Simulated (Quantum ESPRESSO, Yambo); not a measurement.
## Levels of theory for the gap of MgTiF$_{6}$

MgTiF6 (space group R-3, No. 148): one geometry, one set of PBEsol (pw.x of Quantum ESPRESSO, ONCV potentials, no spin-orbit coupling) orbitals, self-energies from Yambo (2×2×2 Γ-centred k mesh, bands 3 to 163 and a 7 Ry block in the screening, 163 bands in G with the Bruneval-Gonze terminator, plasmon pole fitted at 27.2 eV).

The geometry is that of Materials Project entry mp-1399447, symmetrised and not relaxed again.

| level | gap Γ → F (eV) | direct gap at Γ (eV) | rough Yambo cost |
|---|---|---|---|
| PBEsol (Quantum ESPRESSO) | 4.88 | 4.89 | – |
| exchange only (Hartree-Fock self-energy on PBEsol orbitals) | 21.06 | 21.02 | about 1/4 (8 states) |
| static COHSEX@PBEsol | 10.65 | 10.64 | within a factor of two (3 states) |
| G0W0@PBEsol, plasmon pole | 9.59 | 9.59 | 1 (8 states) |
| G0W0@PBEsol, multipole fit to 8 frequencies, no terminator | 9.58 | 9.57 | within a factor of two (3 states) |
| G0W0@PBEsol, plasmon pole, no terminator | 9.76 | 9.76 | about 1/4 (3 states, screening reused) |

Bare exchange has no screening and gives the widest gap; static COHSEX screens it but leaves out the frequency dependence, which G0W0 restores. All rows use the PBEsol edge points; in the exchange only run other k points give a smaller gap, 21.00 eV.

Costs are rough ratios of core time on shared machines.

Nearest settings tried, and what they do to the gap: 109 bands in W, 109 bands in G: +26 meV; 6 Ry block (175 vectors against 223): +75 meV. Not varied: mesh. So the settings aren't converged at that level. The k mesh is coarse.

The structure is a Materials Project entry; no match was found in the copy of COD used, and its stability was not checked.
